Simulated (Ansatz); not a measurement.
SnSe2 (CdI2 type, space group No. 164) at seven volumes, r²SCAN+D4 in the plane-wave PAW code Ansatz, shape and atoms relaxed at each. One row is withheld.

```
V (Å³/atom)  P (GPa)
-----------  -------
24.207          3.44
25.005          1.92
25.803          0.80
26.601          0.00
27.399         -0.53
28.197             ?
28.995         -1.05
```

Q: Fit the shown pressures and predict the withheld one.

A: P = (3/2)B₀(x^(7/2) − x^(5/2))[1 + (3/4)(B′ − 4)(x − 1)] with x = (V₀/V)^(2/3). Least squares on the six rows gives V₀ = 26.609 Å³/atom, B₀ = 21.7 GPa, B′ = 11.92. At V = 28.197, x = 0.9621 and P = -0.87 GPa. The run itself gave -0.88 GPa.

Space group P-3m1 (CdI2 type). The cell was relaxed with r²SCAN+D4 under the symmetry of its start. Scalar-relativistic: spin–orbit coupling is off unless named, which matters more the heavier the elements.

Potentials: the later of the program's two PAW sets.
